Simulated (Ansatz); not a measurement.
Relaxed-ion elastic tensor of KF (CsCl type, Pm-3m) in GPa (Voigt order), the program Ansatz at the r²SCAN level (PAW); density 3.00 g/cm³, 16.07 Å³ per atom.

```json
[
 {"": "1", "1": "105", "2": "11.4", "3": "11.4", "4": "0.0", "5": "0.0", "6": "0.0"},
 {"": "2", "1": "11.4", "2": "105", "3": "11.4", "4": "0.0", "5": "0.0", "6": "0.0"},
 {"": "3", "1": "11.4", "2": "11.4", "3": "105", "4": "0.0", "5": "0.0", "6": "0.0"},
 {"": "4", "1": "0.0", "2": "0.0", "3": "0.0", "4": "12.2", "5": "0.0", "6": "0.0"},
 {"": "5", "1": "0.0", "2": "0.0", "3": "0.0", "4": "0.0", "5": "12.2", "6": "0.0"},
 {"": "6", "1": "0.0", "2": "0.0", "3": "0.0", "4": "0.0", "5": "0.0", "6": "12.2"}
]
```

Problem. Is the crystal mechanically stable?

Solution. Yes: the smallest eigenvalue of C is 12.2 GPa.

Problem. Work out the Voigt, Reuss and Hill averages.

Solution. K_V = 42.6, K_R = 42.6, K_H = 42.6; G_V = 26.0, G_R = 17.3, G_H = 21.7 GPa.

Problem. Give Young's modulus, Poisson's ratio, Pugh's ratio and the universal anisotropy index.

Solution. E = 9KG/(3K + G) = 55.6 GPa; ν = 0.28; K/G = 1.96 (ductile by the Pugh limit of 1.75); A_U = 5G_V/G_R + K_V/K_R − 6 = 2.51.

Problem. Estimate the sound speeds and the Debye temperature.

Solution. v_l = √((K + 4G/3)/ρ) = 4880 m/s, v_t = √(G/ρ) = 2690 m/s, mean 2990 m/s; Θ = (h/k)(3n/4πV)^(1/3) v_m = 353 K.

Problem. Give the Zener ratio and Young's modulus along [100], [110] and [111].

Solution. A = 2C44/(C11 − C12) = 0.26; 1/E = S11 − 2(S11 − S12 − S44/2)Γ with Γ = 0, 1/4, 1/3 gives 103, 40.2, 33.4 GPa.

Problem. Solve the Christoffel equation for the three sound speeds along [100], [110], [111].

Solution. Eigenvalues of C_ijkl n_j n_l equal ρv². In km/s, slowest first: [100] 2.02, 2.02, 5.91; [110] 2.02, 3.94, 4.84; [111] 3.42, 3.42, 4.43.

The workflow started from a Materials Project entry (that database holds measured and hypothetical structures alike); the Crystallography Open Database copy checked does not list it. It is not the phase usual at ambient conditions (space group No. 225). The r²SCAN relaxation kept the symmetry of its start; phonons on a q-mesh show no instability.

Potentials: the later of the program's two PAW sets.
